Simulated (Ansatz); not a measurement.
Se (trigonal-Se type, space group P3_121)

```
CELL_PARAMETERS angstrom
      9.06910     0.00000     0.00000
     -2.26727     3.92703     0.00000
      0.00000     0.00000     5.04146
ATOMIC_POSITIONS crystal
  Se 0.10907 0.00000 0.83333
  Se 0.60907 0.00000 0.83333
  Se 0.00000 0.21814 0.16667
  Se 0.50000 0.21814 0.16667
  Se 0.39093 0.78186 0.50000
  Se 0.89093 0.78186 0.50000
```

In this cell atom 1 (Se, nearest neighbour Se at 2.400 Å; its periodic images, 4.5 Å or more away, move with it) is moved by s along Cartesian [110], unit vector (0.707, 0.707, 0.000); all other atoms and the cell stay fixed.

Computed with PBE (plane waves to 420 eV, PAW, scalar-relativistic; Ansatz, a quantum-chemistry and plane-wave program). k mesh 7×7×5 (Γ-centred), Fermi-Dirac smearing 0.05 eV. Energies are smeared free energies. Stress and pressure are positive under compression. As the smearing reaches across the gap at some points, energies and forces of such displacements shift with the k mesh and the smearing. Se was relaxed with its symmetry unable to fall. ΔE is measured from the undisplaced structure.

Question: What ΔE (eV/cell) and P (GPa) does the calculation give at s (Å) = -0.720, -0.576, -0.432, -0.288, -0.144, 0.288, 0.432, 0.576?

Answer: 
| s (Å) | ΔE (eV/cell) | P (GPa) |
|---|---|---|
| -0.720 | 1.674 | 7.0 |
| -0.576 | 1.039 | 5.2 |
| -0.432 | 0.563 | 3.6 |
| -0.288 | 0.240 | 2.2 |
| -0.144 | 0.057 | 1.0 |
| 0.288 | 0.193 | -1.4 |
| 0.432 | 0.405 | -1.8 |
| 0.576 | 0.667 | -2.0 |

(A displaced cell: forces are minus the slopes of the energy, force constants its curvatures, and phonons follow from these.)
